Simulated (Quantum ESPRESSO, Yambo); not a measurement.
# G0W0 results for SiO2

```
CELL_PARAMETERS angstrom
      4.97559     0.00000     0.00000
      0.00000     4.97559     0.00000
      0.00000     0.00000     6.90089
ATOMIC_POSITIONS crystal
  O  0.61039 0.73824 0.68204
  O  0.76176 0.11039 0.43204
  O  0.38961 0.26176 0.18204
  O  0.23824 0.88961 0.93204
  O  0.11039 0.76176 0.56796
  O  0.26176 0.38961 0.81796
  O  0.88961 0.23824 0.06796
  O  0.73824 0.61039 0.31796
  Si 0.19675 0.19675 0.00000
  Si 0.30325 0.69675 0.75000
  Si 0.80325 0.80325 0.50000
  Si 0.69675 0.30325 0.25000
```

The geometry is that of Materials Project entry mp-7029, symmetrised and not relaxed again.

Starting point: norm-conserving PBEsol (Quantum ESPRESSO, 84 Ry, without SOC). G0W0 in Yambo: 2×2×2 Γ-centred k mesh, 316 bands and a 8 Ry block in the screening, 316 bands in G with the Bruneval-Gonze terminator, plasmon pole fitted at 27.2 eV.

| Item | Value |
|---|---|
| PBEsol gap along the band path | 5.70 eV |
| PBEsol gap between the mesh's edge points (Γ → Γ) | 5.70 eV |
| G0W0 gap between the same points | 8.62 eV |

```tsv
k point	band	E PBEsol (eV)	E QP (eV)	shift (eV)	Z
Γ	VB	0.00	-1.84	-1.84	0.82
Γ	CB	5.70	6.77	1.07	0.88
Z	VB	-0.39	-2.30	-1.91	0.82
Z	CB	6.96	8.20	1.24	0.87
X	VB	-0.50	-2.41	-1.92	0.82
X	CB	7.74	9.09	1.35	0.87
R	VB	-0.18	-2.05	-1.87	0.82
R	CB	8.03	9.58	1.55	0.86
M	VB	-0.54	-2.45	-1.91	0.82
M	CB	8.67	10.10	1.43	0.87
A	VB	-0.61	-2.53	-1.92	0.82
A	CB	9.17	10.67	1.50	0.87
```

Energies count from the PBEsol valence-band maximum.

Nearest settings tried, and what they do to the gap: 201 bands in G: -1 meV; 201 bands in W, 201 bands in G: +1 meV; 7 Ry block (363 vectors against 451): -49 meV; 2×2×1 mesh: -32 meV. So the settings aren't converged at that level. The k mesh is coarse.

This is not the ordinary phase of the substance.
